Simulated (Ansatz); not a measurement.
A geometry of ZnNi away from equilibrium: step 19 of the relaxation of a generated cell, ZnNi placed in the AFLOW prototype AB_hR6_160_3a_3a (as in SiC). Level of theory: PBEsol (plane waves to 420 eV, PAW, scalar-relativistic; Ansatz, a first-principles code). Γ-centred k-mesh 12×12×12 on the run's cell (coarser than for final values), Fermi–Dirac smearing 0.05 eV.

```
CELL_PARAMETERS angstrom
      1.89010     1.09125     6.37984
     -1.89010     1.09125     6.37984
      0.00000    -2.18250     6.37984
ATOMIC_POSITIONS crystal
  Ni 0.97297 0.97297 0.97297
  Ni 0.23859 0.23859 0.23859
  Ni 0.72006 0.72006 0.72006
  Zn 0.11014 0.11014 0.11014
  Zn 0.35962 0.35962 0.35962
  Zn 0.84863 0.84863 0.84863
```
Spin-polarised start, with parallel moments on Ni.

### Question
Which atoms carry the largest force, and which way does it point?

### Answer
0.01 eV/Å, on Ni1 (atoms numbered as listed); on Ni1 its components are (0.00, 0.00, 0.01).

### Question
What is the pressure?

### Answer
+4.1 GPa, compression positive.

No spin polarisation in the result: the starting moments vanished. A magnetic state may lie lower.

The run could not lose the symmetry of its start: the end is stationary, and may be a saddle point rather than a minimum.

The end of the path is a generated cell of ZnNi: the first start was made by placing the elements on the sites of a structure type, and the end was not matched to a known phase here, so it may be hypothetical.
